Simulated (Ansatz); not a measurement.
**Li2Ga: enthalpy against pressure**

Li2Ga, Cmcm, a = 4.501 Å, b = 9.432 Å, c = 4.314 Å. The structure is a COD entry; whether it is the stable form wasn't checked. Ansatz: r2SCAN, PAW, 500 eV, Γ-centred 10×10×8 mesh on 6 atoms, Gaussian smearing 0.10 eV; no spin polarisation. Cell and atoms are relaxed at each pressure, and no other structure is tried, so the rows at high pressure may lie past a change of phase. y is the enthalpy over the state at zero pressure; there V0 = 15.260 Å³/atom. The pressures are the targets, met within 0.03 GPa.

```
P (GPa) y (eV/atom)
   -3.0      -0.3005
    0.0       0.0000
    3.0       0.2747
    8.0            ?
   15.0       1.2339
   30.0       2.2606
   60.0       4.0190
```

Q: Fit y = c1 P + c2 P² + c3 P³ to the other rows, say what c1 and c2 mean, and predict the missing value.

A: Least squares on the rows shown. y = 0.093023 P − 0.00075295 P² + 5.3177×10⁻⁶ P³. Since dH/dP = V, c1 is V0: 0.093023 eV/GPa × 160.2 = 14.902 Å³ against 15.260; c2 = −V0/(2B0) gives B0 = 62 GPa, where a Birch–Murnaghan fit to the volumes of the same runs (not shown) gives 34 GPa: a cubic over this range folds the higher terms into c2. Above P = −c2/(3 c3) = 47 GPa the cubic's slope, the volume, would rise with pressure, so the form fails there. At P = 8.0 the fit asked for gives 0.6987 eV/atom. The run gave 0.6957 eV/atom, so the fit is 0.0030 eV/atom too high, within the rms miss on the fitted rows (0.0081 eV/atom).

The mesh isn't the same in all rows (10×10×8, 10×10×10).